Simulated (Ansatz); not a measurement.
## One input, then a changed one: Ni (fcc type)

First run: DFT, PBEsol, all-electron LAPW, scalar-relativistic (Ansatz 0.2.0).

Command: `ansatz run input.yaml --threads 3 --pin off --max-ram 9216MiB --backend cpu --events-out ev --progress --plain --runs-dir out` It took 50 s on 3 threads of Intel(R) Xeon(R) Platinum 8488C (Sapphire Rapids), on a shared host, peak memory 0.99 GiB.

```yaml
crystal:
  lattice:
    - [-1.7312125197, 1.7312125197, 0.0]
    - [0.0, 0.0, 3.4624250394]
    - [1.7312125197, 1.7312125197, 0.0]
  atoms:
    - { symbol: Ni, position: [0.0, 0.0, 0.0], spin: 1.0 }
    - { symbol: Ni, position: [0.5, 0.5, 0.5], spin: 1.0 }
magnetization:
  spin_polarized: true
kpoints:
  mp_grid: { grid: [15, 11, 15] }
scf:
  occupations: { method: fermi_dirac, width: 0.05 }
hamiltonian:
  xc: pbesol
  pseudopotentials: { kind: all_electron, lapw: { basis_error: 0.001 } }
output:
  forces: true
  stress: true
  eigenvalues: true
```

The base cell comes from a relaxation on PAW files under the same functional.

This run: bulk in the slab's orientation.

It converges in 8 SCF iterations at a pressure of 0.18 GPa, cell moment 1.26 μB.

The input is then changed:

```diff
 scf:
-  occupations: { method: fermi_dirac, width: 0.05 }
+  occupations: { method: tetrahedron }
 hamiltonian:
   pseudopotentials: { kind: all_electron, lapw: { basis_error: 0.001 } }
+  hubbard: { sites: [{ species: Ni, l: d, u_eff: 1.0 }], double_counting: amf }
 output:
```

What does the second run give?

It converges in 14 SCF iterations, cell moment 1.22 μB. More than one line changes, and not each need have an effect. Results part of its log:
```
Warning: output.forces, output.stress, relax.cell or npt_langevin: where a Kohn–Sham band that disperses or a degenerate level is filled in part under the method tetrahedron, the forces or the stress that this run publishes need not agree with its energy (scf.occupations.method in the input reference, under Limitations); prefer a smearing scheme for the forces or the stress
SCF 1 converged in 14 iterations: F = -82696.265690 eV  dr2 = 8.62e-11
this state was not tested for a lower state beside it, because cold or Methfessel-Paxton smearing, or corrected tetrahedra, fill the levels in a way that the test cannot read (fill_not_monotonic; see scf.lower_state_search)
SCF converged after 14 iterations
Magnetization: 1.2219 μB (18.6109 up, 17.3891 down)
Absolute magnetization: 1.3935 μB (∫|ρ↑−ρ↓|)
Spin contamination: 0.0132 ħ² per cell (⟨S²⟩ above its minimum at these occupations)
Per-site moments (μB) at R_I (Å): [(0.6339757711080836, 1.2241520941136255), (0.6339757711080836, 1.2241520941136255)]
Free energy (F): -82696.265690 eV
Harris-Foulkes:  -82696.265690 eV  (|F-HF|=8.15e-10)
Internal energy: -82696.265545 eV  (E = F + TS)
E sigma→0 (E₀):  -82696.265690 eV
Entropy (-TS):   -0.000145 eV (-0.072 meV/atom)
Fermi energy:    19.248125 eV
--- Per-component energies (eV) ---
  E_band       = -531.714510
  E_kinetic    = 84011.455179
[... lines left out ...]
  Basis errors (estimates in eV, not in F): energy 2.3e-4 per atom: plane waves 1.7e-4 (1.2e-4 summed), levels above the bands 0.0e0, relativity 1.5e-8, radial functions 5.5e-5, core shells 1.1e-9; eigenvalues (radial functions only) 1.1e-6; not estimated: angular momenta, meshes, grids; target (lapw.basis_error) 1.0e-3; muffin-tin radii Ni 1.224 Å
DFT+U double counting: amf (around mean field; hamiltonian.hubbard.double_counting)
--- Forces (eV/Å), atoms counted from 1 ---
  atom   1  Ni    -0.00000000    -0.00000000     0.00000000
  atom   2  Ni    -0.00000000     0.00000000     0.00000000
  max |Σ_I F_I| component: 4.16e-31 eV/Å
--- Stress (GPa, compression-positive) ---
        0.043859      -0.000000      -0.000000
       -0.000000       0.043859      -0.000000
       -0.000000      -0.000000       0.183424
  P = ⅓ Tr σ = 0.0904 GPa (0.904 kbar)
--- Band table (eV; the first three rows and the last of 432) ---
  k-point 0 ↑: bands = ["-84.2059", "-84.1496", "-44.8311", "-44.6808", "-44.6808", "-44.5827", "-44.5827", "-44.5824", "9.7324", "14.2363", "14.7246", "16.6437", "16.6437", "16.6491", "17.9445", "17.9511", "18.7193", "18.7836", "18.7836", "21.5470", "28.8019", "34.3055", "34.3055"]
  k-point 1 ↑: bands = ["-84.2047", "-84.1496", "-44.8279", "-44.6858", "-44.6793", "-44.5899", "-44.5846", "-44.5833", "9.8528", "14.3007", "14.7665", "16.6071", "16.6696", "16.6832", "17.9169", "17.9534", "18.5068", "18.6644", "18.7634", "21.9429", "28.8257", "33.1570", "34.4907"]
  k-point 2 ↑: bands = ["-84.2011", "-84.1497", "-44.8183", "-44.6997", "-44.6747", "-44.6102", "-44.5910", "-44.5851", "10.2089", "14.4820", "14.8881", "16.5049", "16.7458", "16.7720", "17.8402", "17.9418", "17.9702", "18.5123", "18.7031", "22.8653", "28.8744", "30.9825", "35.0335"]
  k-point 215 ↓: bands = ["-83.3366", "-83.3366", "-43.9802", "-43.9774", "-43.9594", "-43.9553", "-43.8898", "-43.8892", "15.4706", "15.4761", "16.3485", "16.3783", "16.7796", "16.8181", "18.3430", "18.3498", "19.6603", "19.6609", "26.0556", "26.7238", "27.2852", "28.1114", "29.8787"]
Occupation matrices written to <dir>
```
